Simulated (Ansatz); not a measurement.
BaSn₃Au in space group I4mm (No. 107; Ba on 2a, Au on 2a, Sn on 2a, Sn on 4b), the program Ansatz at the r²SCAN level (PAW), all energies at zero smearing, with the estimated change up to a 700 eV cutoff added, with one set of potentials and settings (totals compare only within such a set). Cell of 5 atoms (1 Ba, 1 Au, 3 Sn): -37246.676 eV.

```
element             reference phase  E (eV/atom)
-------  --------------------------  -----------
Ba       Im-3m, 1 atoms in the cell   -5964.4614
Au       Fm-3m, 1 atoms in the cell  -13163.5078
Sn       Fd-3m, 2 atoms in the cell   -6038.6401
```

Formation energy per atom, worked out: (-37246.676 − 1×(-5964.4614) − 1×(-13163.5078) − 3×(-6038.6401))/5 = -0.557 eV/atom (-54 kJ per mol of atoms), at 0 K, without zero-point energy or fitted corrections.

The workflow started from an entry of the Crystallography Open Database (COD, 293 K). Whether it is the stable phase at ambient conditions was not checked. Symmetry was held in the r²SCAN relaxation; whether a distortion lowers the energy is not shown. The references are the lowest solids computed at this level, not always the standard phases. Spin–orbit coupling is left out wherever it is not named.

Potentials: the later of the program's two PAW sets.
